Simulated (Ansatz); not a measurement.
Te (trigonal-Te type, space group P3_121)

```
CELL_PARAMETERS angstrom
      4.52090     0.00000     0.00000
     -2.26045     3.91521     0.00000
      0.00000     0.00000     5.95427
ATOMIC_POSITIONS crystal
  Te 0.26811 0.00000 0.33333
  Te 0.00000 0.26811 0.66667
  Te 0.73189 0.73189 0.00000
```

In this cell atom 2 (Te, nearest neighbour Te at 2.889 Å; its periodic images, 4.5 Å or more away, move with it) is moved by s along Cartesian [111], unit vector (0.577, 0.577, 0.577); all other atoms and the cell stay fixed.

The numbers are results of PBE (plane waves to 420 eV, PAW, scalar-relativistic; Ansatz, an electronic-structure program), not measurements. k mesh 7×7×5 (Γ-centred), Fermi-Dirac smearing 0.05 eV. E stands for the smeared free energy. As the smearing reaches across the gap at some points, energies and forces of such displacements shift with the k mesh and the smearing. Spin-orbit coupling is left out, though Te is heavy. Te was relaxed with its symmetry unable to fall. ΔE is measured from the undisplaced structure. The last digit holds for this mesh only.

```csv
s (Å),ΔE (meV/cell)
-0.870,withheld
-0.696,619.2
-0.522,345.2
-0.348,153.5
-0.174,38.4
0.000,0.0
0.174,39.4
0.348,159.5
0.522,361.4
0.696,652.1
0.870,1060.2
```

Fit a polynomial form (powers 2, 3, 4) to the given rows and predict ΔE at s = -0.870.

Least squares on the 10 given rows: ΔE = (1259)·s² + (54.58)·s³ + (121.6)·s⁴, in meV/cell with s in Å; root-mean-square residual 2.02 meV/cell. At -0.870 the fit gives 986.7 meV/cell; the calculation gives 996.1 meV/cell, so the extrapolation is off by -9.4 (-0.9 %). The quadratic term alone would give 952.9 meV/cell.

(For displaced atoms, the force is minus the slope of the energy, and its curvature is a force constant, which sets phonon frequencies.)
